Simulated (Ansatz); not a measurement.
An input for the plane-wave PAW code Ansatz:

```yaml
crystal:
  lattice:
    - [3.496481449, 0.0, 0.0]
    - [-1.7482407245, 3.0280417587, 0.0]
    - [0.0, 0.0, 5.4495387698]
  atoms:
    - { symbol: Lu, position: [0.3333333333, 0.6666666667, 0.75] }
    - { symbol: Lu, position: [0.6666666667, 0.3333333333, 0.25] }
basis:
  ecutwfc: 420
  ecutrho_ratio: 4
kpoints:
  mp_grid: { grid: [14, 14, 8] }
  band_path:
    path:
      - [[0.0, 0.0, 0.0], [0.5, 0.0, 0.0], [0.33333333, 0.33333333, 0.0], [0.0, 0.0, 0.0], [0.0, 0.0, 0.5], [0.5, 0.0, 0.5], [0.33333333, 0.33333333, 0.5], [0.0, 0.0, 0.5]]
      - [[0.5, 0.0, 0.5], [0.5, 0.0, 0.0]]
      - [[0.33333333, 0.33333333, 0.5], [0.33333333, 0.33333333, 0.0]]
    npoints: 10
hamiltonian:
  xc: pbe
scf:
  occupations: { method: gaussian, width: 0.05 }
  n_extra_bands: 34
output:
  forces: true
  stress: true
  eigenvalues: true
  populations: true
  hubbard: { sites: [{ species: Lu, l: f }] }
  dos: { projected: true, de: 0.02, nscf_kmesh: { grid: [21, 21, 12] } }
  bader: true
magnetization:
  noncollinear: true
  spin_orbit: true
checkpoint:
  read: start.run
```

The folder start.run holds the converged state of an earlier run on the same cell; the run starts from that state's density and uses only the symmetry operations that the state has.

Question: Before reading the output: what should come out?

Answer: Pressure 0.0 GPa, gap on the mesh zero (metallic) (PBE+SOC).

What the program printed, in part:

```
Lu: projections on atomic orbitals take those of the free atom [Kr 4d10] 4f14 5s2 5p6 5d1 6s2, of charge +0.00 (hamiltonian.pseudopotentials.projection_atoms); the dataset's partial waves leave at most 6.8e-7 of an orbital's norm unspanned inside its sphere
scf.n_extra_bands = 34 over 50 filled bands (N_el = 50.0): the run solves 84 bands
Pseudopotentials: kind: paw_fr
Pseudopotential: Lu, paw_fr, valence charge 25, recommended cutoff 420 eV (normal), Lu.paw.azcp#standard-fr
Crystal: 2 atoms, lattice volume = 57.697 Å³
Basis set: ecut = 420 eV, 1105 PW (Γ), exchange–correlation on 48×48×80 points (8 copies of the dense FFT grid, shifted against one another)
Bands: 84, of which v1, the nominal top of the filled ones, is band 50 counted from 1 (49 counted from 0)
Symmetry: 24 space group operations + 24 with time reversal
Magnetic group: BNS 194.264 (UNI 1494), of the structure as read, at distance tolerance 3.9e-5 Å
k-points: 120 of 1568
Projection manifold: j_resolved (fully-relativistic pseudo-atomic orbitals)
Initial density: read from a saved state, or passed on in memory by an earlier SCF of this step, an earlier step, the calling program or the single point that the run made first
Initial wavefunctions: pseudopotential atomic-orbital guess
Functional: x = pbe(κ = 0.804, μ = 0.21951), c = pbe(β = 0.06672)
iter 1 solved again at ethr=9.51e-9 eV; its pass at ethr=3.10e-3 eV (dr2=4.75e-6 eV) is discarded
```

```
SCF iter   1: F=—  HF=-29499.143283 eV  |F-HF|=—  |Δ(HF+E_count)|=         —  Δρ=7.17e-7  dr2=7.47e-11  dr2_m=0.00e0 (ungated)  ethr=9.51e-9  |M|=0.00e0 ∫|m|=0.00e0 μB  |m|>n=0.0e0 m-floor=0.0e0 τ_xc=0.0e0  β_m=0.30  ⟨swp⟩=6.5  Hψ=55450  notcnv=0
SCF iter   2: F=-29499.143283 eV  HF=-29499.143283 eV  |F-HF|=2.55e-11  |Δ(HF+E_count)|=   4.88e-7  Δρ=3.12e-7  dr2=3.52e-11  dr2_m=0.00e0 (ungated)  ethr=1.00e-12  |M|=0.00e0 ∫|m|=0.00e0 μB  |m|>n=0.0e0 m-floor=0.0e0 τ_xc=0.0e0  ⟨swp⟩=10.6  Hψ=27652  notcnv=0
```

```
SCF 1 converged in 2 iterations: F = -29499.143283 eV  dr2 = 3.52e-11
NSCF: frozen V_eff on 93 k-points
NSCF: frozen V_eff on 336 k-points
SCF converged after 2 iterations
Magnetization: |M| = 0.0000 μB,  M = (+0.0000, +0.0000, +0.0000) μB
Absolute magnetization: 0.0000 μB (∫|m|)
  site 0: m = (+0.0000, +0.0000, +0.0000) μB, |m| = 0.0000 μB  (R = 1.40 Å)
  site 1: m = (+0.0000, +0.0000, +0.0000) μB, |m| = 0.0000 μB  (R = 1.40 Å)
Free energy (F): -29499.143283 eV
E sigma→0 (E₀):  -29499.141881 eV
Entropy (-TS):   -0.002804 eV (-1.402 meV/atom)
Fermi energy:    13.850664 eV
--- Per-component energies (eV) ---
  E_band       = -1.478473
  E_kinetic    = 837.259065
  E_local      = -13415.454719  (includes V_loc(G=0)·N_el)
  E_nonlocal   = 1151.333924
  E_hartree    = 5618.755308
  E_xc         = -435.408575
  E_vxc        = -515.455538  (∫ρ·V_xc dr)
  E_paw        = -14783.115114  (= ΣΔE_a)
  E_vpaw       = 703.327552  (= ΣTr[D̂ρ^β])
  E_aug_tail   = 0.000060  (compensation charges beyond the density's cutoff)
  E_ewald      = -8472.510427
  E_smearing   = -0.002804  (= −TS)
--- Forces (eV/Å), atoms counted from 1 ---
  atom   1  Lu     0.00000000     0.00000000     0.00000000
  atom   2  Lu     0.00000000     0.00000000     0.00000000
--- Stress (GPa, compression-positive) ---
        0.007167       0.000000       0.000000
        0.000000       0.007167       0.000000
        0.000000       0.000000       0.005257
  P = ⅓ Tr σ = 0.0065 GPa (0.065 kbar)
--- Löwdin populations: 2 sites ---
  site symbol       q [e]
     0     Lu     24.9362
     1     Lu     24.9362
--- Bader charges: 2 sites ---
  site symbol  charge [e]  shift [e]  m_x [muB]  m_y [muB]  m_z [muB]
     0     Lu      0.0000     0.0000     0.0000     0.0000     0.0000
     1     Lu      0.0000     0.0000     0.0000     0.0000     0.0000
  estimated error of the sums over rays = 3.5e-4 e
--- Occupation matrices: 2 shells (Löwdin-built; ε = 2.00e-2, provisional) ---
  Lu0 f_4F spinor Tr n = 13.9884  λ = 0.999 0.999 0.999 0.999 0.999 0.999 0.999 0.999 0.999 0.999 0.999 0.999 0.999 0.999
  Lu1 f_4F spinor Tr n = 13.9884  λ = 0.999 0.999 0.999 0.999 0.999 0.999 0.999 0.999 0.999 0.999 0.999 0.999 0.999 0.999
```

It took about 13 core-minutes on a shared host.

Total energies depend on the potentials used, so only differences within one code and one set of settings carry meaning.
